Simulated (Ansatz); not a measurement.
All numbers below come from Ansatz 0.2.0, DFT PBE, scalar-relativistic, plane waves, PAW. All cells share a 420 eV cutoff and Γ-centred k meshes spaced at most about 0.3 Å⁻¹ (about 0.25 or finer for metals, 2π included). No spin polarisation in the final relaxations.

These are static total energies at zero pressure. All come from trial cells, and lower structures may exist.

Problem. Order these relaxed structures of Sc3Ga2As by energy, lowest first, with the energy over the lowest of them.
A.

```
CELL_PARAMETERS angstrom
3.48268 0.00000 0.00000
0.00000 3.48268 0.00000
0.00000 0.00000 9.46402
ATOMIC_POSITIONS crystal
Sc 0.50000 0.50000 0.15818
Sc 0.50000 0.50000 0.50000
Sc 0.50000 0.50000 0.84182
Ga 0.00000 0.00000 0.33675
Ga 0.00000 0.00000 0.66325
As 0.00000 0.00000 0.00000
```

B.

```
CELL_PARAMETERS angstrom
3.60298 0.00000 0.00000
-1.80149 3.12027 0.00000
0.00000 0.00000 22.86323
ATOMIC_POSITIONS crystal
Sc 0.66667 0.33333 0.32483
Sc 0.33333 0.66667 0.82483
Sc 0.33333 0.66667 0.67517
Sc 0.66667 0.33333 0.17517
Sc 0.00000 0.00000 0.50000
Sc 0.00000 0.00000 0.00000
Ga 0.33333 0.66667 0.41238
Ga 0.66667 0.33333 0.91238
Ga 0.33333 0.66667 0.08762
Ga 0.66667 0.33333 0.58762
As 0.00000 0.00000 0.75000
As 0.00000 0.00000 0.25000
```

C.

```
CELL_PARAMETERS angstrom
6.17957 0.00000 0.00000
-3.08978 5.35166 0.00000
0.00000 0.00000 4.26261
ATOMIC_POSITIONS crystal
Sc 0.50000 0.00000 0.50000
Sc 0.50000 0.50000 0.50000
Sc 0.00000 0.50000 0.50000
Ga 0.33333 0.66667 0.00000
Ga 0.66667 0.33333 0.00000
As 0.00000 0.00000 0.00000
```

Solution. A (0 meV/atom), B (42 meV/atom), C (697 meV/atom). Forms: A P4/mmm; B P6_3/mmc; C P6/mmm.

A magnetic state wasn't ruled out in cells without spin, among them P6/mmm. Cells relaxed within their symmetry can be saddle points. Some structure types and database cells were kept out of the candidates from the start, so a known form may be missing.
